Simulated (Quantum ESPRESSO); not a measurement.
# Moving one atom in Mg2AlFS3

Calculated results; nothing here was measured. They come from pw.x of Quantum ESPRESSO 7.5, a plane-wave density functional program, with PseudoDojo standard norm-conserving files (v0.5 for PBE, v0.4.1 for LDA and PBEsol). The cells are made up: elements, strain and atom displacements were drawn at random, and nothing was relaxed. There is no spin polarisation, spin-orbit coupling or dispersion term.

The cell has 8 sites of a rocksalt lattice. Sites 1 to 4 hold Mg Al empty Mg; sites 5 to 8 hold F S S S. Cell vectors in Å: (4.734, -0.003, 0.041); (-0.003, 4.835, -0.023); (0.041, -0.023, 4.898). Settings: PBE, cutoff 1143 eV, 6 x 6 x 6 k mesh shifted by half a step, Fermi-Dirac smearing of 0.1 eV.

Each run shifts the S atom on site 7 along x and leaves all else fixed. Site 2 is one of its nearest neighbours. E is the free energy of the cell above the lowest run shown.

| run | shift (Å) | Fx on site 7 (eV/Å) | Fx on site 2 (eV/Å) | P (GPa) | E (meV) |
| --- | --- | --- | --- | --- | --- |
| 1 | -0.1356 | 0.067 | 0.735 | 10.46 | 3.4 |
| 3 | -0.0313 | -0.006 | 0.584 | 10.39 | 0.0 |
| 4 | -0.0014 | -0.031 | 0.544 | 10.36 | 0.5 |
| 5 | 0.0421 | -0.073 | 0.490 | 10.32 | 2.7 |
| 6 | 0.0602 | -0.092 | 0.468 | 10.29 | 4.2 |
| 7 | 0.1357 | -0.192 | 0.390 | 10.19 | 14.7 |
| 2 | -0.0561 | ? | ? | ? | ? |

A rerun of one of these cells at 1437 eV and k mesh 8 x 8 x 8 moved values by no more than 0.002 eV in the cell's energy, 0.04 GPa in stress and 0.011 eV/Å in force.

## Worked fit

A parabola through the six runs shown gives Fx on site 7 = -0.031 - 0.95 u - 1.7 u² eV/Å, with u in Å and a scatter of 0.003 eV/Å. Minus the slope, 0.95 ± 0.07 eV/Å², is this atom's force constant along x at u = 0, with its periodic images moving too. The fitted force vanishes at u = -0.035 Å, where the energy should be lowest along this line. The error is the larger of the fit's own and the change that a cubic makes, rounded up.

## Withheld run

Question: what Fx on site 7 should run 2 give?

The fit gives 0.017 eV/Å. The calculation gave 0.013 eV/Å.

```
run  shift (Å)  Fx on site 7 (eV/Å)  Fx on site 2 (eV/Å)  P (GPa)  E (meV)
  2    -0.0561                0.013                0.619    10.41      0.1
```